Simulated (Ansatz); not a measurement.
NbHO$_{3}$:
```xyz
5
Lattice="3.8165 0.0000 0.0000 0.0000 4.1014 0.0000 0.0000 0.0000 4.0664" Properties=species:S:1:pos:R:3 pbc="T T T"
Nb     1.9083     2.0507     1.7704
O      1.9083     0.0000     2.1949
O      0.0000     2.0507     2.0497
O      1.9083     2.0507     4.0615
H      1.9083     0.0000     3.1658
```

Relaxed with r²SCAN. Independent-particle spectrum: no excitons, no local fields, no scissors shift; 0.1 eV broadening; ε₁ of the summed bands alone.

Problem. Tabulate the dielectric function from the program Ansatz at the r²SCAN level (PAW).

Solution. 

```tsv
E (eV)	ε₁ xx	ε₂ xx	ε₁ yy	ε₂ yy	ε₁ zz	ε₂ zz
0.0	5.20	0.00	3.27	0.00	4.27	0.00
0.4	5.22	0.00	3.28	0.00	4.28	0.00
0.8	5.30	0.00	3.30	0.00	4.31	0.00
1.2	5.44	0.00	3.34	0.00	4.36	0.00
1.6	5.66	0.00	3.40	0.00	4.43	0.00
2.0	6.00	0.00	3.48	0.00	4.54	0.00
2.4	6.57	0.00	3.61	0.00	4.68	0.00
2.8	7.69	0.00	3.83	0.00	4.88	0.00
3.2	10.59	3.84	4.22	0.28	5.14	0.00
3.6	7.14	4.40	4.17	0.56	5.50	0.01
4.0	7.05	4.38	4.56	0.75	6.09	0.06
4.4	7.54	4.98	4.41	2.06	6.81	0.29
4.8	9.84	10.63	3.78	1.97	8.16	0.84
5.2	-0.19	10.51	3.22	1.92	9.92	1.72
5.6	-0.64	8.09	3.23	1.69	14.14	9.21
6.0	-3.18	4.69	3.19	1.72	3.08	15.66
6.4	-1.50	2.79	3.18	1.48	-1.43	6.76
6.8	-1.10	1.99	3.75	1.38	-0.09	4.47
7.2	0.13	1.36	4.42	2.04	-0.33	3.66
7.6	0.99	1.57	3.39	3.72	2.16	2.83
8.0	1.40	1.81	2.61	3.47	2.11	4.52
8.4	1.09	2.68	2.35	3.44	0.80	4.08
8.8	0.84	2.62	1.76	3.47	0.31	4.38
9.2	0.36	2.31	0.93	2.87	-0.52	3.53
9.6	0.73	1.88	1.30	2.39	-0.38	2.70
10.0	0.89	2.47	1.37	2.67	-0.21	2.23
10.4	0.17	2.38	1.17	2.85	0.20	1.90
10.8	0.07	2.00	0.52	2.96	0.24	1.83
11.2	-0.30	1.87	0.14	1.91	0.61	1.77
11.6	0.08	0.91	0.66	1.55	0.77	1.81
12.0	0.48	1.00	1.01	1.95	0.70	2.17
```

Problem. From ε at 3.6 eV (xx: 7.14 + 4.40i), find n, k, the normal reflectivity and the absorption coefficient.

Solution. n = 2.79, k = 0.790, R = 26 %, α = 2kE/ħc = 290000 cm⁻¹.

With all bands, ε∞ without local fields is 5.36 (xx), 3.44 (yy), 4.41 (zz).

Space group Pmm2. The start of the workflow was typed in or built on a structure type; neither database checked (COD, Materials Project) lists it. Its standing as an ambient phase is unchecked. The r²SCAN relaxation kept the symmetry of its start; whether a distortion lowers the energy is not shown. The workflow began spin-polarised and lost its moments. The cell computed holds one magnetic atom, so no antiferromagnetic order was within reach. Scalar-relativistic: spin–orbit coupling is off unless named, which matters more the heavier the elements.

Potentials: the earlier of the program's two PAW sets.
